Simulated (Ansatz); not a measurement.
## Notes on BaMgF₄

```
Ba Mg F
1.0
     4.14747    0.00000    0.00000
     2.07373   -7.29178    0.00000
     0.00000    0.00000   -5.85061
Ba Mg F
2 2 8
Direct
  0.85167 0.29666 0.46380
  0.14833 0.70334 0.96380
  0.41428 0.17144 0.00000
  0.58572 0.82856 0.50000
  0.30440 0.39120 0.19470
  0.69560 0.60880 0.69470
  0.33460 0.33080 0.73470
  0.66540 0.66920 0.23470
  0.47500 0.05000 0.31050
  0.52500 0.95000 0.81050
  0.92120 0.15760 0.00790
  0.07880 0.84240 0.50790
```

Level: r2SCAN, no spin polarisation; 500 eV; 7×7×5 Γ-centred mesh; gaussian occupations (width 0.0112 eV); Ansatz 0.2.0, fixed geometry.

**Question.** Is the cell too large or too small?

**Answer.** The pressure is -1.2 GPa (compression positive), so with the atoms held at these fractions the cell would first shrink.

**Question.** Is there a gap, and of what kind?

**Answer.** The gap is 7.87 eV, indirect (the least direct gap found is 7.94 eV). A semilocal functional usually gives too small a gap.

**Question.** Where is the largest force?

**Answer.** The largest is on Mg3 (and as large on other atoms): 0.10 eV/Å, components (0.00, 0.10, 0.00). It makes 125° with the line to a nearest neighbour, F7 at 1.94 Å.

**Question.** Is it stable against the elements?

**Answer.** -4.02 eV an atom against the elements' usual phases (free molecules for gases, crystals otherwise, with no correction for O₂ or N₂), so it is bound against them; other compounds may still compete. Relaxing would lower it.

**Question.** Which orbitals make up the band edges?

**Answer.** Within 0.7 eV of the edges, the states project mainly on F p (98 %) below the gap and on Ba s (48 %), Mg s (19 %) and F s (14 %) above it.

**Question.** Describe some of the short contacts.

**Answer.** Mg–F at 1.94 Å: least valence density 0.32 e/Å³ and ELF 0.07 there, a closed-shell (ionic or weak) contact. Ba–F at 2.62 Å: least valence density 0.22 e/Å³ and ELF 0.08 there, a closed-shell (ionic or weak) contact. Both are smooth PAW fields, read partly inside the augmentation spheres.

Origin: a database entry at a rescaled volume.
